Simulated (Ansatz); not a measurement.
## Equation of state of YPt$_{3}$

A database entry relaxed whole under r2SCAN (Pm-3m):

```
CELL_PARAMETERS angstrom
4.09780 0.00000 0.00000
0.00000 4.09780 0.00000
0.00000 0.00000 4.09780
ATOMIC_POSITIONS crystal
Y 0.00000 0.00000 0.00000
Pt 0.00000 0.50000 0.50000
Pt 0.50000 0.00000 0.50000
Pt 0.50000 0.50000 0.00000
```

The cell was scaled uniformly, its shape held, and the atoms relaxed at each volume with plane-wave PAW DFT (Ansatz 0.2.0; r2SCAN, 500 eV, 8×8×8 Γ-centred mesh, fermi-dirac occupations of width 0.100 eV; no spin, no spin-orbit coupling). One row is withheld.

```json
{"volume (Å³/atom)": "16.170", "energy over the lowest (meV/atom)": "39.9", "pressure (GPa)": "13.34"}
{"volume (Å³/atom)": "16.514", "energy over the lowest (meV/atom)": "16.9", "pressure (GPa)": "8.34"}
{"volume (Å³/atom)": "16.858", "energy over the lowest (meV/atom)": "4.0", "pressure (GPa)": "3.92"}
{"volume (Å³/atom)": "17.203", "energy over the lowest (meV/atom)": "0.0", "pressure (GPa)": "-0.01"}
{"volume (Å³/atom)": "17.547", "energy over the lowest (meV/atom)": "?", "pressure (GPa)": "?"}
{"volume (Å³/atom)": "17.891", "energy over the lowest (meV/atom)": "15.0", "pressure (GPa)": "-6.58"}
{"volume (Å³/atom)": "18.235", "energy over the lowest (meV/atom)": "32.2", "pressure (GPa)": "-9.31"}
```

Problem. Fit the pressures of the other rows to the third-order Birch-Murnaghan form.

Solution. With f = [(V₀/V)^(2/3) − 1]/2 and P = 3B₀f(1 + 2f)^(5/2)[1 + 3(B₀′ − 4)f/2], least squares gives V₀ = 17.20 Å³ an atom, B₀ = 185 GPa and B₀′ = 5.0; the rows miss the fit by less than 0.01 GPa. The slope of the energies differs from these pressures by 0.07 GPa, since they are taken to zero smearing while pressures follow the free energy.

Problem. What does the withheld row hold?

Solution. The fit gives -3.49 GPa at 17.547 Å³; the run gave -3.49 GPa and 4.0 meV an atom.

Caveats: the shape of the cell was held; 0 K, fixed nuclei; the symmetry was kept, and this need not be the phase that is stable at 0 K; one mesh for all volumes; pressure is positive in compression.
